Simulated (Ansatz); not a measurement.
## How the vibrations of Hf2S change with volume

Computed with DFT LDA, scalar-relativistic, plane waves, PAW in Ansatz 0.2.0. Settings: 420 eV plane-wave cutoff, Γ-centred 12×12×4 mesh, Fermi-Dirac smearing of 0.15 eV. No spin polarisation. Phonons by linear response, acoustic sum rule imposed.

Relaxed structure:
```
CELL_PARAMETERS angstrom
3.31283 0.00000 0.00000
-1.65641 2.86899 0.00000
0.00000 0.00000 11.60632
ATOMIC_POSITIONS crystal
Hf 0.66667 0.33333 0.89883
Hf 0.33333 0.66667 0.39883
Hf 0.66667 0.33333 0.60117
Hf 0.33333 0.66667 0.10117
S 0.00000 0.00000 0.75000
S 0.00000 0.00000 0.25000
```

In a metal, frequencies depend on the k mesh and the smearing, soft modes most. Spin–orbit coupling is left out, which matters for heavy elements. A semilocal functional can close a gap that the real compound has.

Cells at 0.98 and 1.02 times the equilibrium volume were relaxed in shape and atoms; γ = −d ln ν / d ln V, modes matched by rank.

Question: Give the optical frequencies at Γ (cm⁻¹) at the three volumes and the mode Grüneisen parameters.

Answer:
```tsv
0.98 V	V	1.02 V	γ	degeneracy
74	73	73	0.45	2
87	84	82	1.37	2
115	112	109	1.33	2
121	118	115	1.42	1
138	134	131	1.23	1
158	153	148	1.66	1
278	271	263	1.39	2
285	278	270	1.31	2
341	330	318	1.72	1
342	330	319	1.73	1
```

Question: What pressures hold the two strained cells, and what bulk modulus follows?

Answer: 3.09 GPa at 0.98 V and -2.81 GPa at 1.02 V, so B = −dP/d ln V ≈ 147 GPa.